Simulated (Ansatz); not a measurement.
Clean, relaxed (111) surface of TiC, space group Fm-3m (No. 225) (top face towards +c; atoms held fixed, by place in the list: 1, 2, 3, 4):

```yaml
crystal:
  lattice:
    - [3.06036, 0.00000, 0.00000]
    - [-1.53018, 2.65035, 0.00000]
    - [0.00000, 0.00000, 25.74570]
  atoms:
    - { symbol: C, position: [0.33333, 0.66667, 0.33015] }
    - { symbol: Ti, position: [0.66667, 0.33333, 0.37868] }
    - { symbol: C, position: [0.00000, 0.00000, 0.42721] }
    - { symbol: Ti, position: [0.33333, 0.66667, 0.47574] }
    - { symbol: C, position: [0.66667, 0.33333, 0.52429] }
    - { symbol: Ti, position: [0.00000, 0.00000, 0.57072] }
    - { symbol: C, position: [0.33333, 0.66667, 0.62426] }
    - { symbol: Ti, position: [0.66667, 0.33333, 0.66423] }
```

The calculation used DFT r2SCAN, scalar-relativistic, plane waves, PAW in Ansatz 0.2.0. Cutoff 500 eV; k points 12×12×1 on the computed 8-atom cell (Γ-centred); Gaussian smearing, width 0.10 eV; no spin polarisation. A dipole correction removes the field between periodic images along c.

C (atom) is put at the bridge (Ti-Ti) at (0.17, 0.83) site, one adsorbate per 8.1 Å², and relaxed. The adsorption energy is E(slab + adsorbate) − E(slab) − E(free adsorbate, spin-polarised where open-shell). Heights count from the highest slab atom after relaxation. Bonded neighbours lie within 1.25 times the sum of covalent radii (1.35 for H) and, on that scale, within 12 % of the closest. With the adsorbate the cell is lengthened along c to keep the vacuum.

(1) How strongly does it bind, and where does its anchoring atom end?

(2) How high does its anchoring atom sit over the highest slab atom, and what is the shortest contact with the surface?

(3) The clean face has a work function of 4.76 eV. How does the adsorbate change it?

Each end is the local minimum or symmetric point that its start leads to. This ideal cut is polar: the work functions of its two faces differ by 2.1 eV. Real polar faces reconstruct or get covered, and then bind electron donors or acceptors far more weakly.

The adsorbed runs have no spin polarisation, so weakly bound open-shell ends lie too high.

Results:

(1) -5.20 eV; at (0.00, 0.00), 3 bonded neighbours (Ti).

(2) 1.08 Å; C–Ti 2.07 Å.

(3) By +2.03 eV.